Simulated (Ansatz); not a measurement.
Ca₂F: relaxation step by step

Recipe of this trial structure of Ca₂F: random sheet by layer group and Wyckoff sites. Lengths were set from tabulated atomic sizes, so they are only a guess.

The sheet is periodic along a and b; c holds vacuum.

```cif
data_structure
_symmetry_space_group_name_H-M 'P 1'
_symmetry_Int_Tables_number 1
_cell_length_a 3.3917
_cell_length_b 3.3917
_cell_length_c 17.0000
_cell_angle_alpha 90.000
_cell_angle_beta 90.000
_cell_angle_gamma 120.000
_cell_volume 169.36
loop_
_atom_site_label
_atom_site_type_symbol
_atom_site_fract_x
_atom_site_fract_y
_atom_site_fract_z
_atom_site_occupancy
Ca1 Ca 0.00000 0.00000 0.58809 1
Ca2 Ca 0.00000 0.00000 0.41191 1
F1 F 0.00000 0.00000 0.50000 1
```

Method: DFT PBE, scalar-relativistic, plane waves, PAW in Ansatz. Cutoff 420 eV, Gaussian smearing, Γ-centred meshes. In-plane cell and atoms relax first on a coarse mesh and then on a finer one. In metals the finer mesh still leaves noise of several meV/atom or more. The steps can't lower the symmetry of their start. No spin polarisation in the relaxation; trial moments died out in a coarse test.

Steps on the 6×6×1 mesh (3 atoms, 13 steps). The free energy counts from the last step; the plane-wave basis is renewed at times, which shifts energy and pressure.

```
step  ΔF (meV/atom)  largest force component (eV/Å)
   1         3589.6                          25.418
   2         1321.3                          10.600
   3          499.2                           5.015
   4          159.4                           2.059
   5           74.8                           0.155
   6           59.7                           0.047
   7           59.4                           0.011
   8           19.9                           0.003
   9            8.0                           0.005
  10            4.8                           0.001
  11            0.3                           0.002
  12            0.3                           0.000
  13            0.0                           0.000
```

The relaxed structure, after a last relaxation on the converged mesh:

```
CELL_PARAMETERS angstrom
4.00508 0.00000 0.00000
-2.00254 3.46850 0.00000
0.00000 0.00000 32.21598
ATOMIC_POSITIONS crystal
Ca 0.00000 0.00000 0.32927
Ca 0.00000 0.00000 0.19841
F 0.00000 0.00000 0.26384
```

The symmetry stays p6/mmm (No. 80). The area per atom grows by 39.4 %, from 3.3 to 4.6 Å². The shortest distance goes from 1.50 Å (Ca–F) to 2.11 Å (Ca–F). The energy falls by about 3.6 eV/atom (the start's value is from the coarse mesh). The program sets the height of the box itself, so the height of the cell differs between start and end. Ca at height 4.22 Å has 1 F at 2.11 Å; F at height 2.11 Å has 2 Ca at 2.11 Å.

```yaml
Area_per_atom: 4.63 Å²
Thickness_between_the_outermost_nuclei: 4.22 Å
Energy_over_the_elements: −1.48 eV/atom
Gap_on_the_12×12×1_mesh_of_the_3-atom_cell: 0 eV (a metal)
```

Formation energies are uncorrected and refer to the elements' standard structures at the same level (F₂ as a molecule).

The last run used Gaussian smearing of 0.10 eV. An odd number of electrons in the primitive cell allows no gap without spin; a larger cell or a magnetic state could open one. Symmetry constrained the relaxation, so the result can be a saddle point. In all, the 4 runs took 100 s on 1 thread of Arm Neoverse V2, with other jobs on the host.
